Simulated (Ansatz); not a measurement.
NaCoO$_{2}$:
```xyz
4
Lattice="1.4449 0.8342 5.1219 -1.4449 0.8342 5.1219 0.0000 -1.6684 5.1219" Properties=species:S:1:pos:R:3 pbc="T T T"
Na     0.0000     0.0000     0.0000
Co     0.0000     0.0000     7.6828
O      0.0000     0.0000     3.5211
O      0.0000     0.0000    11.8445
```

Relaxed with PBEsol.

Question: Map the electron localisation function on the plane through (0.000, 0.000, 0.000) spanned by u = [1, 0, 0] and v = [-1, 1, 1] in lattice vectors, from PBEsol in the plane-wave PAW code Ansatz.

Answer: x is the fraction of u, y of v (the angle between them is 51°; rows are the nearest grid lines); atoms in the plane: Na at (0.00, 0.00), Co at (0.00, 0.50), O at (0.46, 0.23), O at (0.54, 0.77).
```
|.:+*:   .::..  ..::.   :*+:.|
|::=*=   :===-:.         =*=:|
|**+*+:  -*#####+:.        =*|
|-+**+:  -#%%####*-.        -|
| .-=-.  :*%%#**##*-.        |
|        .+#%%*-:+##+.       |
|         -#%%%*-=#%#-. .    |
|         :+#%%%**#%%=...... |
|....       :+#%%%%%%+..:--:.|
|-:...       :=*#####+. :+*+-|
|*=-:..       .-+***+-. :*%%*|
|@@#=:....       ..::...:+%@@|
|@@%+:...::..       ....:=#@@|
|*%%*: .-+***+-.       ..:-=*|
|-+*+: .+#####*=:       ...:-|
|.:--:..+%%%%%%#+:       ....|
| ......=%%#**%%%#+:         |
|    . .-#%#=-*%%%#-         |
|       .+##+:-*%%#+.        |
|        .-*##**#%%*:  .-=-. |
|-        .-*####%%#-  :+**+-|
|*=        .:+#####*-  :+*+**|
|:=*=         .:-===:   =*=::|
|.:+*:   .::..  ..::.   :*+:.|
```
Scale: ten equal steps from 0.012 (start of ' ') to 0.983 (end of '@'), in the order ' .:-=+*#%@'; x runs from 0.000 to 1.00, y from 0.000 (bottom) to 1.00 (top).

The density is the valence pseudo-density with augmentation charge, so density and ELF within about 1 Å of a nucleus are not all-electron values.

Space group R-3m. The workflow started from a Materials Project entry (that database holds measured and hypothetical structures alike); the Crystallography Open Database copy checked does not list it. Its standing as an ambient phase is unchecked. The cell was relaxed with PBEsol under the symmetry of its start; whether a distortion lowers the energy is not shown. The run is not spin-polarised. No Hubbard U is applied.

Potentials: the later of the program's two PAW sets.
